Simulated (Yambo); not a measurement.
BSE-type run in Yambo on K$_{2}$CO$_{3}$ (space group P6_3/mmc, No. 194), at zero momentum.

Quantum ESPRESSO step (PBEsol, PseudoDojo standard norm-conserving files, scalar-relativistic):
```
&CONTROL
  calculation = 'nscf'
  pseudo_dir = './pseudo'
  outdir = './out'
/
&SYSTEM
  ibrav = 0
  nat = 12
  ntyp = 3
  ecutwfc = 84.0
  ecutrho = 336.0
  occupations = 'fixed'
  force_symmorphic = .true.
  nbnd = 116
/
&ELECTRONS
  conv_thr = 1.2000000000000002e-08
  diago_full_acc = .true.
  diago_thr_init = 1e-08
/
ATOMIC_SPECIES
C 12.0110 C.upf
O 15.9990 O.upf
K 39.0983 K.upf
CELL_PARAMETERS angstrom
  5.742129804000   0.000000000000   0.000000000000
 -2.871064902000   4.972830282000   0.000000000000
  0.000000000000   0.000000000000   6.815860000000
ATOMIC_POSITIONS crystal
C   0.333333333000   0.666666667000   0.750000000000
C   0.666666667000   0.333333333000   0.250000000000
O   0.593779000000   0.796889500000   0.750000000000
O   0.406221000000   0.203110500000   0.250000000000
O   0.796889500000   0.593779000000   0.250000000000
O   0.203110500000   0.406221000000   0.750000000000
O   0.203110500000   0.796889500000   0.750000000000
O   0.796889500000   0.203110500000   0.250000000000
K   0.666666667000   0.333333333000   0.750000000000
K   0.333333333000   0.666666667000   0.250000000000
K   0.000000000000   0.000000000000   0.500000000000
K   0.000000000000   0.000000000000   0.000000000000
K_POINTS automatic
3 3 2 0 0 0
```

Yambo input:
```
rim_cut
optics
bse
bss
dipoles
em1s
RandQpts= 1000000
RandGvec= 1 Ry
FFTGvecs= 40 Ry
Chimod= "HARTREE"
BSKmod= "SEX"
BSEmod= "resonant"
BSSmod= "hs"
BSENGexx= 15 Ry
BSENGBlk= 3 Ry
% KfnQP_E
 2.593 | 1.0 | 1.0 |
%
% BSEQptR
 1 | 1 |
%
% BSEBands
 25 | 60 |
%
% BEnRange
 0.0 | 14.2 | eV
%
% BDmRange
 0.15 | 0.15 | eV
%
BEnSteps= 284
% BLongDir
 1.0 | 0.0 | 0.0 |
%
BSHayTrs= -0.02
BSSNEig= 24
WRbsWF
% BndsRnXs
 1 | 111 |
%
NGsBlkXs= 3 Ry
% LongDrXs
 1.0 | 1.0 | 1.0 |
%
```

From the report:

The dimension is k points × valence × conduction bands = 18 × 16 × 20 = 5760.
```
   [SLEPC] Approach                          : Krylov-Schur
   [SLEPC] Number of requested eigenvalues   :  24
   [SLEPC] Number of eigenvalues        [NEV]:  24
    [K] Dimension                                    :   5760
    [K] Bands                                        :   25   60
    [K] Exchange res                                 : yes
    [K] Correlation res                              : yes
    [K] W interaction is bare                        : no
    [K] RL vectors exchange                          :  1325
    [K] RL vectors correlation                       :  121
    [W] Matrix size                                  :  121
    [W] Bands                                        :    1  111
    [W] Coulomb Cutoff                               : none
    [W] Hxc Kernel                                   : HARTREE
```
Lowest eigenvalues (eV; in brackets the number of states within 2 meV): 4.17 (1), 4.17 (1), 4.76 (1), 4.83 (1), 5.58 (1), 5.65 (1). They depend on the mesh, which isn't converged, and on the G0W0 scissor.

Geometry of the Materials Project entry, not relaxed at this level.

The structure is a Materials Project entry; no match was found in the copy of COD used, and its stability was not checked.
